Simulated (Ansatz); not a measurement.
ZrC:
```
CELL_PARAMETERS angstrom
      2.91708     0.00000     0.00000
      0.00000     2.91708     0.00000
      0.00000     0.00000     2.91708
ATOMIC_POSITIONS crystal
  Zr 0.00000 0.00000 0.00000
  C  0.50000 0.50000 0.50000
```

Relaxed with r²SCAN. Special points in fractions of this cell's reciprocal vectors: Γ (0.000, 0.000, 0.000); X (0.000, 0.500, 0.000); M (0.500, 0.500, 0.000); R (0.500, 0.500, 0.500).

Problem. List the band energies nearest the Fermi level at these points for r²SCAN with spin–orbit coupling in the plane-wave PAW code Ansatz.

Solution. In eV from the Fermi level; about four levels below and three above (degenerate sets whole), none deeper than 8.9 eV; points with the same levels are listed once.

```
k                                below                          above
-  -----------------------------------  -----------------------------
Γ              -1.97 -1.97 -1.97 -1.97  1.13 1.13 1.23 1.23 1.23 1.23
X              -1.15 -1.15 -0.86 -0.86            5.86 5.86 6.24 6.24
M              -2.33 -2.33 -0.52 -0.52            1.96 1.96 2.71 2.71
R  -5.66 -5.66 -5.66 -5.66 -5.64 -5.64            7.77 7.77 7.77 7.77
```

Space group Pm-3m (CsCl type). A made-up cell: these elements were put on the sites of a structure type; neither database checked (COD, Materials Project) lists it. It is not the phase usual at ambient conditions (space group No. 225). Symmetry was held in the r²SCAN relaxation. At this level the phase is mechanically unstable. No spin polarisation was allowed.

Potentials: the earlier of the program's two PAW sets.
